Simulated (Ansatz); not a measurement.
Input for Ansatz (plane-wave DFT, PAW):

```yaml
crystal:
  lattice:
    - [0.0, 1.7330509484, 1.7330509484]
    - [1.7330509484, 0.0, 1.7330509484]
    - [1.7330509484, 1.7330509484, 0.0]
  atoms:
    - { symbol: Ni, position: [0.0, 0.0, 0.0], spin: 0.83 }
basis:
  ecutwfc: 420
kpoints:
  mp_grid: { grid: [20, 20, 20] }
hamiltonian:
  xc: pbesol
scf:
  occupations: { method: gaussian, width: 0.1 }
output:
  forces: true
  stress: true
  eigenvalues: true
  populations: true
  write_density: true
  write_potential: true
  elf: true
  volumetric_format: npy
magnetization:
  spin_polarized: true
relax:
  adjacent_minimum: "off"
  f_tol: 0.005
  max_steps: 80
  cell: { stress_tol: 0.05 }
```

Run as
```bash
ansatz run input.yaml --threads 1 --pin off --max-ram 2560MiB --backend cpu --events-out ev --progress --plain --runs-dir out
```

The calculation used Ansatz, DFT PBEsol, scalar-relativistic, plane waves, PAW.

Part of what the program printed, abridged:

```
Pseudopotentials: kind: paw
Pseudopotential: Ni, paw, valence charge 18, recommended cutoff 420 eV (normal)
Functional definition: PBEsol
Crystal: 1 atom, lattice volume = 10.410 Å³
Basis set: ecut = 420 eV, 181 PW (Γ), exchange–correlation on 36×36×36 points (8 copies of the dense FFT grid, shifted against one another)
Bands: 14, of which v1, the nominal top of the filled ones, is band 9 counted from 1 (8 counted from 0)
Symmetry: 48 space group operations
Space group: Fm-3m (ITA 225), of the structure as read, at distance tolerance 2.2e-5 Å
Magnetic group: BNS 225.116 (UNI 1618), of the structure as read, at distance tolerance 2.2e-5 Å
k-points: 256 of 8000
Initial density: superposition of atomic densities (chi_scale 0.1, normalization cell)
Starting moments: Σ|m| = 0.83 μB on 1 of 1 site
Initial wavefunctions: pseudopotential atomic-orbital guess
Functional: x = pbesol(κ = 0.804, μ = 0.12345679), c = pbesol(β = 0.046)
SCF iter   1: F=—  HF=-5804.388756 eV  |F-HF|=—  |Δ(HF+E_count)|=         —  Δρ=9.49e-2 (↑4.50e-2 ↓9.49e-2) dr2=1.19e0  dr2_m=6.05e-2  M=0.829 μB ∫|m|=0.880 μB  β_m=0.30  ethr=3.10e-3  ⟨swp⟩=5.3  Hψ=37905  notcnv=0
Mixer restart at iter 1: flushing history
SCF iter   2: F=—  HF=-5804.046362 eV  |F-HF|=—  |Δ(HF+E_count)|=   3.42e-1  Δρ=5.39e-2 (↑5.39e-2 ↓3.70e-2) dr2=3.96e-1  dr2_m=1.09e-2  M=0.758 μB ∫|m|=0.821 μB  β_m=0.25  ethr=3.10e-3  ⟨swp⟩=2.9  Hψ=17311  notcnv=0  defer=264
SCF iter   3: F=—  HF=-5804.238690 eV  |F-HF|=—  |Δ(HF+E_count)|=   1.92e-1  Δρ=2.08e-2 (↑2.08e-2 ↓1.11e-2) dr2=2.63e-2  dr2_m=8.81e-3  M=0.760 μB ∫|m|=0.826 μB  β_m=0.57  ethr=2.20e-3  ⟨swp⟩=2.5  Hψ=12343  notcnv=0  defer=270
SCF iter   4: F=—  HF=-5804.863724 eV  |F-HF|=—  |Δ(HF+E_count)|=         —  Δρ=3.00e-2 (↑7.47e-3 ↓3.00e-2) dr2=7.41e-2  dr2_m=1.63e-2  M=0.658 μB ∫|m|=0.733 μB  β_m=0.57  ethr=1.46e-4  ⟨swp⟩=2.2  Hψ=14386  notcnv=0  defer=276
Mixer restart at iter 4: flushing history
SCF iter   5: F=—  HF=-5804.981384 eV  |F-HF|=—  |Δ(HF+E_count)|=   1.18e-1  Δρ=2.26e-2 (↑2.26e-2 ↓1.37e-2) dr2=6.61e-2  dr2_m=2.34e-3  M=0.663 μB ∫|m|=0.740 μB  β_m=0.46  ethr=1.46e-4  ⟨swp⟩=2.1  Hψ=16714  notcnv=0  defer=266
SCF iter   6: F=—  HF=-5804.952673 eV  |F-HF|=—  |Δ(HF+E_count)|=   2.87e-2  Δρ=1.75e-2 (↑5.01e-3 ↓1.75e-2) dr2=2.87e-2  dr2_m=4.70e-3  M=0.644 μB ∫|m|=0.722 μB  β_m=0.47  ethr=1.46e-4  ⟨swp⟩=2.3  Hψ=14936  notcnv=0  defer=260
SCF iter   7: F=—  HF=-5804.973827 eV  |F-HF|=—  |Δ(HF+E_count)|=   2.12e-2  Δρ=5.96e-3 (↑1.17e-3 ↓5.96e-3) dr2=2.59e-3  dr2_m=7.64e-4  M=0.638 μB ∫|m|=0.717 μB  β_m=0.54  ethr=1.46e-4  ⟨swp⟩=2.4  Hψ=11800  notcnv=0  defer=276
SCF iter   8: F=—  HF=-5804.977913 eV  |F-HF|=—  |Δ(HF+E_count)|=   4.09e-3  Δρ=1.14e-3 (↑2.90e-4 ↓1.14e-3) dr2=5.74e-5  dr2_m=4.51e-5  M=0.634 μB ∫|m|=0.714 μB  β_m=0.77  ethr=1.44e-5  ⟨swp⟩=2.1  Hψ=9499  notcnv=0  defer=270
SCF iter   9: F=—  HF=-5804.978050 eV  |F-HF|=—  |Δ(HF+E_count)|=   1.38e-4  Δρ=1.87e-4 (↑1.87e-4 ↓9.26e-5) dr2=4.37e-6  dr2_m=2.27e-7  M=0.633 μB ∫|m|=0.713 μB  β_m=0.89  ethr=3.19e-7  ⟨swp⟩=2.3  Hψ=10979  notcnv=0  defer=249
SCF iter  10: F=—  HF=-5804.978049 eV  |F-HF|=—  |Δ(HF+E_count)|=   1.14e-6  Δρ=2.27e-5 (↑2.27e-5 ↓8.34e-6) dr2=1.34e-8  dr2_m=2.16e-8  M=0.633 μB ∫|m|=0.712 μB  β_m=0.93  ethr=2.43e-8  ⟨swp⟩=1.6  Hψ=8666  notcnv=0  defer=249
SCF iter  11: F=-5804.978049 eV  HF=-5804.978049 eV  |F-HF|=5.71e-9  |Δ(HF+E_count)|=   9.82e-9  Δρ=5.45e-6 (↑5.45e-6 ↓5.17e-6) dr2=6.64e-9  dr2_m=2.61e-11  M=0.633 μB ∫|m|=0.712 μB  ethr=7.43e-11  ⟨swp⟩=6.9  Hψ=39635  notcnv=0
SCF 1 converged in 11 iterations: F = -5804.978049 eV  dr2 = 6.64e-9
relax step   1: F+E_penalty+E_count = -5804.97804924 eV  Δ(F+E_penalty+E_count) = +0.000e0 eV  max|allowed force component| = 0.000e0 eV/Å  Δτ_max = 0.0000 Å  P = -0.586 GPa  Ω = 10.410 Å³  (11 SCF iters, dr2 threshold 1.00e-7 eV, accepted)
Crystal: 1 atom, lattice volume = 10.398 Å³
Initial density: handed on by an earlier stage of this run
Starting moments: Σ|m| = 0.83 μB on 1 of 1 site; this step starts from the density that it was given
Initial wavefunctions: those handed on with the density
SCF iter   1: F=—  HF=-5804.978091 eV  |F-HF|=—  |Δ(HF+E_count)|=         —  Δρ=2.89e-4 (↑2.21e-4 ↓2.89e-4) dr2=1.60e-5  dr2_m=1.17e-7  M=0.633 μB ∫|m|=0.712 μB  β_m=0.65  ethr=8.99e-8  ⟨swp⟩=2.2  Hψ=42153  notcnv=0
SCF iter   2: F=—  HF=-5804.978100 eV  |F-HF|=—  |Δ(HF+E_count)|=   8.83e-6  Δρ=4.72e-4 (↑4.09e-4 ↓4.72e-4) dr2=4.17e-5  dr2_m=1.23e-7  M=0.633 μB ∫|m|=0.712 μB  β_m=0.27  ethr=8.88e-8  ⟨swp⟩=2.1  Hψ=11343  notcnv=0  recentre
SCF iter   3: F=—  HF=-5804.978087 eV  |F-HF|=—  |Δ(HF+E_count)|=   1.34e-5  Δρ=1.70e-5 (↑1.70e-5 ↓1.58e-5) dr2=4.57e-8  dr2_m=4.87e-9  M=0.633 μB ∫|m|=0.712 μB  β_m=0.44  ethr=8.88e-8  ⟨swp⟩=2.2  Hψ=10323  notcnv=0
SCF iter   4: F=—  HF=-5804.978088 eV  |F-HF|=—  |Δ(HF+E_count)|=   1.33e-6  Δρ=2.97e-5 (↑8.12e-6 ↓2.97e-5) dr2=7.19e-8  dr2_m=1.65e-8  M=0.633 μB ∫|m|=0.712 μB  β_m=0.72  ethr=2.54e-10  ⟨swp⟩=2.0  Hψ=11906  notcnv=0
SCF iter   5: F=—  HF=-5804.978089 eV  |F-HF|=—  |Δ(HF+E_count)|=   6.87e-7  Δρ=4.40e-5 (↑1.70e-5 ↓4.40e-5) dr2=2.17e-7  dr2_m=2.06e-8  M=0.633 μB ∫|m|=0.712 μB  β_m=0.49  ethr=2.54e-10  ⟨swp⟩=1.9  Hψ=9103  notcnv=0  recentre
SCF iter   6: F=—  HF=-5804.978089 eV  |F-HF|=—  |Δ(HF+E_count)|=   5.49e-7  Δρ=2.23e-5 (↑1.73e-5 ↓2.23e-5) dr2=9.54e-8  dr2_m=6.15e-10  M=0.633 μB ∫|m|=0.712 μB  β_m=0.68  ethr=2.54e-10  ⟨swp⟩=2.0  Hψ=11971  notcnv=0
SCF iter   7: F=-5804.978089 eV  HF=-5804.978089 eV  |F-HF|=6.28e-9  |Δ(HF+E_count)|=   9.91e-9  Δρ=5.92e-6 (↑5.92e-6 ↓5.55e-6) dr2=8.08e-9  dr2_m=1.45e-11  M=0.633 μB ∫|m|=0.712 μB  ethr=2.54e-10  ⟨swp⟩=4.5  Hψ=31147  notcnv=0
SCF 2 converged in 7 iterations: F = -5804.978089 eV  dr2 = 8.08e-9
relax step   2: F+E_penalty+E_count = -5804.97808926 eV  Δ(F+E_penalty+E_count) = -4.002e-5 eV  max|allowed force component| = 0.000e0 eV/Å  Δτ_max = 0.0000 Å  P = -0.305 GPa  Ω = 10.398 Å³  energy of the carried Pulay correction = +4.507e-6 eV  (7 SCF iters, dr2 threshold 1.00e-7 eV, accepted)
Crystal: 1 atom, lattice volume = 10.384 Å³
SCF iter   1: F=—  HF=-5804.978110 eV  |F-HF|=—  |Δ(HF+E_count)|=         —  Δρ=3.23e-4 (↑2.43e-4 ↓3.23e-4) dr2=1.96e-5  dr2_m=1.59e-7  M=0.633 μB ∫|m|=0.712 μB  β_m=0.65  ethr=1.10e-7  ⟨swp⟩=2.2  Hψ=42054  notcnv=0
SCF iter   2: F=—  HF=-5804.978120 eV  |F-HF|=—  |Δ(HF+E_count)|=   1.09e-5  Δρ=5.23e-4 (↑4.54e-4 ↓5.23e-4) dr2=5.12e-5  dr2_m=1.49e-7  M=0.633 μB ∫|m|=0.712 μB  β_m=0.27  ethr=1.09e-7  ⟨swp⟩=2.1  Hψ=11281  notcnv=0  recentre
SCF iter   3: F=—  HF=-5804.978104 eV  |F-HF|=—  |Δ(HF+E_count)|=   1.65e-5  Δρ=1.89e-5 (↑1.89e-5 ↓1.78e-5) dr2=5.58e-8  dr2_m=6.52e-9  M=0.633 μB ∫|m|=0.712 μB  β_m=0.44  ethr=1.09e-7  ⟨swp⟩=2.2  Hψ=10225  notcnv=0
SCF iter   4: F=—  HF=-5804.978106 eV  |F-HF|=—  |Δ(HF+E_count)|=   1.69e-6  Δρ=3.30e-5 (↑9.37e-6 ↓3.30e-5) dr2=9.01e-8  dr2_m=1.99e-8  M=0.633 μB ∫|m|=0.712 μB  β_m=0.72  ethr=3.10e-10  ⟨swp⟩=2.0  Hψ=11906  notcnv=0
SCF iter   5: F=—  HF=-5804.978106 eV  |F-HF|=—  |Δ(HF+E_count)|=   8.79e-7  Δρ=4.95e-5 (↑1.92e-5 ↓4.95e-5) dr2=2.74e-7  dr2_m=2.58e-8  M=0.633 μB ∫|m|=0.712 μB  β_m=0.21  ethr=3.10e-10  ⟨swp⟩=2.0  Hψ=9277  notcnv=0  recentre
SCF iter   6: F=—  HF=-5804.978106 eV  |F-HF|=—  |Δ(HF+E_count)|=   2.13e-9  Δρ=1.12e-5 (↑1.12e-5 ↓4.43e-6) dr2=7.74e-9  dr2_m=3.88e-9  M=0.633 μB ∫|m|=0.712 μB  β_m=0.58  ethr=3.10e-10  ⟨swp⟩=2.1  Hψ=10086  notcnv=0
SCF iter   7: F=-5804.978107 eV  HF=-5804.978107 eV  |F-HF|=1.42e-9  |Δ(HF+E_count)|=   6.87e-7  Δρ=4.12e-6 (↑4.12e-6 ↓2.18e-6) dr2=2.01e-9  dr2_m=1.23e-10  M=0.632 μB ∫|m|=0.712 μB  ethr=4.30e-11  ⟨swp⟩=5.0  Hψ=38953  notcnv=0
SCF 3 converged in 7 iterations: F = -5804.978107 eV  dr2 = 2.01e-9
relax step   3: F+E_penalty+E_count = -5804.97810717 eV  Δ(F+E_penalty+E_count) = -1.791e-5 eV  max|allowed force component| = 0.000e0 eV/Å  Δτ_max = 0.0000 Å  P = +0.002 GPa  Ω = 10.384 Å³  energy of the carried Pulay correction = +9.387e-6 eV  (7 SCF iters, dr2 threshold 1.00e-7 eV, accepted)
Initial wavefunctions: pseudopotential atomic-orbital guess (no wavefunctions were taken with the density)
SCF iter   1: F=—  HF=-5804.978098 eV  |F-HF|=—  |Δ(HF+E_count)|=         —  Δρ=4.33e-6 (↑4.33e-6 ↓3.43e-6) dr2=3.73e-9  dr2_m=1.01e-10  M=0.632 μB ∫|m|=0.712 μB  β_m=0.65  ethr=1.07e-7  ⟨swp⟩=2.5  Hψ=53367  notcnv=0
SCF iter   2: F=—  HF=-5804.978098 eV  |F-HF|=—  |Δ(HF+E_count)|=  8.15e-10  Δρ=6.76e-6 (↑4.23e-6 ↓6.76e-6) dr2=6.11e-9  dr2_m=1.65e-10  M=0.632 μB ∫|m|=0.712 μB  β_m=0.30  ethr=2.07e-11  ⟨swp⟩=2.7  Hψ=12983  notcnv=0
SCF iter   3: F=—  HF=-5804.978098 eV  |F-HF|=—  |Δ(HF+E_count)|=   2.12e-9  Δρ=1.29e-6 (↑1.29e-6 ↓1.13e-6) dr2=1.05e-10  dr2_m=8.50e-11  M=0.632 μB ∫|m|=0.712 μB  β_m=0.45  ethr=2.07e-11  ⟨swp⟩=2.1  Hψ=9862  notcnv=0
SCF iter   4: F=—  HF=-5804.978098 eV  |F-HF|=—  |Δ(HF+E_count)|=  5.37e-11  Δρ=7.44e-7 (↑7.44e-7 ↓1.39e-7) dr2=1.96e-11  dr2_m=1.42e-11  M=0.632 μB ∫|m|=0.712 μB  β_m=0.73  ethr=1.00e-12  ⟨swp⟩=2.2  Hψ=11040  notcnv=0
SCF iter   5: F=—  HF=-5804.978098 eV  |F-HF|=—  |Δ(HF+E_count)|=  1.73e-10  Δρ=1.76e-6 (↑8.22e-7 ↓1.76e-6) dr2=3.33e-10  dr2_m=2.28e-11  M=0.632 μB ∫|m|=0.712 μB  β_m=0.64  ethr=1.00e-12  ⟨swp⟩=2.0  Hψ=11337  notcnv=0  recentre
SCF iter   6: F=—  HF=-5804.978098 eV  |F-HF|=—  |Δ(HF+E_count)|=  1.13e-10  Δρ=5.68e-7 (↑9.47e-8 ↓5.68e-7) dr2=2.17e-11  dr2_m=6.22e-12  M=0.632 μB ∫|m|=0.712 μB  β_m=0.82  ethr=1.00e-12  ⟨swp⟩=2.2  Hψ=9943  notcnv=0
SCF iter   7: F=—  HF=-5804.978098 eV  |F-HF|=—  |Δ(HF+E_count)|=  5.46e-12  Δρ=2.51e-7 (↑3.15e-8 ↓2.51e-7) dr2=3.65e-12  dr2_m=1.37e-12  M=0.632 μB ∫|m|=0.712 μB  β_m=0.84  ethr=1.00e-12  ⟨swp⟩=1.0  Hψ=7168  notcnv=0
SCF iter   8: F=-5804.978098 eV  HF=-5804.978098 eV  |F-HF|=9.09e-13  |Δ(HF+E_count)|=  4.55e-12  Δρ=3.99e-8 (↑2.70e-8 ↓3.99e-8) dr2=2.86e-13  dr2_m=5.44e-15  M=0.632 μB ∫|m|=0.712 μB  ethr=1.00e-12  ⟨swp⟩=3.5  Hψ=26854  notcnv=0
SCF 4 converged in 8 iterations: F = -5804.978098 eV  dr2 = 2.86e-13
SCF converged after 8 iterations
Magnetization: 0.6324 μB (9.3162 up, 8.6838 down)
Absolute magnetization: 0.7125 μB (∫|ρ↑−ρ↓|, with the PAW one-centre terms)
Spin contamination: 0.0057 ħ² per cell (⟨S²⟩ above its minimum at these occupations)
Per-site moments (μB) at R_I (Å): [(0.66688632, 1.01013563)]
Free energy (F): -5804.978098 eV
Harris-Foulkes:  -5804.978098 eV  (|F-HF|=9.09e-13)
Internal energy: -5804.969806 eV  (E = F + TS)
E sigma→0 (E₀):  -5804.973952 eV
Entropy (-TS):   -0.008292 eV (-8.292 meV/atom)
Fermi energy:    19.091729 eV
--- Per-component energies (eV) ---
  E_band       = -268.428517
  E_kinetic    = 283.204174
  E_local      = -3357.964340  (includes V_loc(G=0)·N_el)
  E_nonlocal   = 635.763697
  E_hartree    = 1401.136986
  E_xc         = -84.906415
  E_vxc        = -109.898063  (∫ρ·V_xc dr)
  E_paw        = -1594.081258  (= ΣΔE_a)
  E_vpaw       = -521.808479  (= ΣTr[D̂ρ^β])
  E_aug_tail   = 0.000482  (compensation charges beyond the density's cutoff)
  E_ewald      = -3088.320421
  E_core_change = 0.197289  (= ΣΔE_core)
  E_smearing   = -0.008292  (= −TS)
--- Forces (eV/Å), atoms counted from 1 ---
  atom   1  Ni     0.00000000     0.00000000     0.00000000
--- Stress (GPa, compression-positive) ---
        0.003369       0.000000       0.000000
        0.000000       0.003369       0.000000
        0.000000       0.000000       0.003369
  P = ⅓ Tr σ = 0.0034 GPa (0.034 kbar)
--- Band table (eV; the first three rows and the last of 512) ---
  k-point 0 ↑: bands = ["-84.3603", "-44.7374", "-44.7374", "-44.7374", "9.5836", "16.5060", "16.5060", "16.5060", "17.7701", "17.7701", "42.9110", "47.2345", "47.2345", "47.2345"]
  k-point 1 ↑: bands = ["-84.3593", "-44.7439", "-44.7384", "-44.7384", "9.6852", "16.4779", "16.5300", "16.5300", "17.7596", "17.7596", "42.6438", "45.8015", "46.9686", "46.9686"]
  k-point 2 ↑: bands = ["-84.3563", "-44.7628", "-44.7411", "-44.7411", "9.9861", "16.4000", "16.5949", "16.5949", "17.7350", "17.7350", "41.3280", "44.4122", "46.4355", "46.4355"]
  k-point 255 ↓: bands = ["-83.4705", "-44.1020", "-44.1020", "-44.0261", "15.4266", "16.3871", "16.3871", "18.2879", "19.4977", "27.1898", "27.1898", "29.4904", "30.7036", "49.9374"]
--- Relaxed structure (3 steps of the walk, 3 accepted, 1 SCFs on fresh bases) ---
  F+E_penalty+E_count = -5804.97809833 eV   max|allowed force component| = 0.000e0 eV/Å   (the final SCF, on the basis selected at the relaxed cell)
  cell:  # Å, volume = 10.3837 Å³
    - [0.0, 1.73157274, 1.73157274]
    - [1.73157274, 0.0, 1.73157274]
    - [1.73157274, 1.73157274, 0.0]
  atoms:
    - { symbol: Ni, position: [0.0, 0.0, 0.0] }
--- Löwdin populations: 1 site ---
  site symbol q [e]    m [muB]
     0     Ni     17.7762     0.6601
  spilling = 0.012433 (of n_electrons = 18.000000)
```

The relaxation met its thresholds.

Time: 14 s on 1 thread of Intel(R) Xeon(R) 6975P-C (Granite Rapids), with other jobs on the host, peak memory 0.39 GiB.